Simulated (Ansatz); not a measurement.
This run works on a generated trial structure, not on a known crystal.

Input and command of a plane-wave DFT calculation in Ansatz:

```yaml
crystal:
  lattice:
    - [2.9915206998, 0.0, 0.0]
    - [-1.4957603499, 2.5907329219, 0.0]
    - [0.0, 0.0, 9.3661835304]
  atoms:
    - { symbol: Si, position: [0.3333333333, 0.6666666667, 0.7772238067] }
    - { symbol: Si, position: [0.3333333333, 0.6666666667, 0.2227761933] }
    - { symbol: Si, position: [0.3333333333, 0.6666666667, 0.5] }
    - { symbol: Si, position: [0.6666666667, 0.3333333333, 0.0] }
    - { symbol: C, position: [0.6666666667, 0.3333333333, 0.3048755122] }
    - { symbol: C, position: [0.6666666667, 0.3333333333, 0.6951244878] }
basis:
  ecutwfc: 420
kpoints:
  mp_grid: { grid: [12, 12, 4] }
hamiltonian:
  xc: pbe
scf:
  occupations: { method: gaussian, width: 0.1 }
output:
  forces: true
  stress: true
  eigenvalues: true
  write_density: true
  write_potential: true
  elf: true
  volumetric_format: npy
relax:
  adjacent_minimum: "off"
  f_tol: 0.01
  max_steps: 80
  cell: { stress_tol: 0.05 }
```

```bash
ansatz run input.yaml --threads 1 --pin off --max-ram 2560MiB --backend cpu --events-out ev --progress --plain --runs-dir out
```

Processor: Intel(R) Xeon(R) Processor @ 2.50GHz (Skylake/Cascade Lake), 1 thread, on a host shared with other jobs.

Problem. How long does it run, and how much memory does it take?

Solution. About 6.2 min, peak memory 0.39 GiB. It solves 18 bands at 57 k points (after reduction by symmetry) with about 1497 plane waves (on the last cell), in 172 SCF iterations over 25 ionic steps.
